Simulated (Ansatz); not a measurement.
SrTiO$_{3}$:
```
SrTiO3
1.0
    3.90683     0.00000     0.00000
    0.00000     3.90683     0.00000
    0.00000     0.00000     3.90683
Sr Ti O
1 1 3
Direct
  0.00000   0.00000   0.00000
  0.50000   0.50000   0.50000
  0.00000   0.50000   0.50000
  0.50000   0.50000   0.00000
  0.50000   0.00000   0.50000
```

Relaxed with r²SCAN. Special points in fractions of this cell's reciprocal vectors: Γ (0.000, 0.000, 0.000); X (0.000, 0.500, 0.000); M (0.500, 0.500, 0.000); R (0.500, 0.500, 0.500).

Task: List the band energies nearest the valence-band maximum at these points for DFT-r²SCAN with spin–orbit coupling in the program Ansatz with PAW potentials.

Result: In eV from the valence-band maximum; about four levels below and three above (degenerate sets whole), none deeper than 8.9 eV; points with the same levels are listed once.

| k | below | above |
|---|---|---|
| Γ | -0.35 -0.35 -0.35 -0.35 | 2.24 2.24 2.24 2.24 |
| X | -0.78 -0.78 -0.74 -0.74 | 2.41 2.41 4.13 4.13 |
| M | -1.59 -1.59 -0.09 -0.09 | 4.14 4.14 4.16 4.16 |
| R | 0.00 0.00 0.00 0.00 | 4.83 4.83 4.83 4.83 |

Space group Pm-3m (cubic perovskite). The cell was relaxed with r²SCAN under the symmetry of its start. The run is not spin-polarised.

Potentials: the later of the program's two PAW sets.
